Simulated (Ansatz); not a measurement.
Given:

BeSe:
```
CELL_PARAMETERS angstrom
      3.61521     0.00000     0.00000
     -1.80761     3.13087     0.00000
      0.00000     0.00000     5.96412
ATOMIC_POSITIONS crystal
  Be 0.33333 0.66667 0.99936
  Se 0.66667 0.33333 0.12564
  Be 0.66667 0.33333 0.49936
  Se 0.33333 0.66667 0.62564
```

This is the PBEsol-relaxed structure. Cartesian axes are those of the cell as given.

Q: All from PBEsol in the plane-wave PAW code Ansatz, unless another level is named. Predict the electron effective mass.

A: 0.28, 0.48, 0.48 mₑ (principal values).

Q: Give the HSE06 gap on the PBEsol cell.

A: 4.05 eV.

Q: Predict the hole effective mass, band 1 of 2 at the edge.

A: 1.2 along x, 1.1 along z (mₑ).

Q: And the band gap?

A: 3.09 eV (indirect).

Space group P6_3mc (wurtzite). The start of the workflow was typed in or built on a structure type; neither database checked (COD, Materials Project) lists it. COD files the formula under space group No. 216. Whether it is the stable phase at ambient conditions was not checked. Symmetry was held in the PBEsol relaxation; whether a distortion lowers the energy is not shown. Spin–orbit coupling is left out wherever it is not named.

Potentials: the later of the program's two PAW sets.
